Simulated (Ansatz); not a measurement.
Consider the following.

AlV$_{2}$C:
Space group P6₃/mmc (No. 194); a = b = 2.8787 Å, c = 13.0210 Å, α = β = 90.00°, γ = 120.00°

```
atom  site  symmetry       x       y       z
----  ----  --------  ------  ------  ------
Al      2c      -6m2  0.3333  0.6667  0.2500
V       4f       3m.  0.6667  0.3333  0.0851
C       2a      -3m.  0.0000  0.0000  0.0000
```

This is the PBEsol-relaxed structure.

All from plane-wave PAW PBEsol (Ansatz code), unless another level is named. Predict the highest zone-centre frequency.

723 cm^-1.

Give the Hill bulk and shear moduli.

184 and 140 GPa.

Space group P6_3/mmc. Symmetry was held in the PBEsol relaxation; of distortions, only those at the zone centre were tested. No spin polarisation was allowed. As this level gives no gap, shear constants depend on the k-mesh and smearing (Fermi–Dirac, 0.1 eV here). As this level gives no gap, phonon frequencies hold no LO–TO term and depend on the k-mesh and smearing (Fermi–Dirac, 0.1 eV here).

Potentials: the later of the program's two PAW sets.
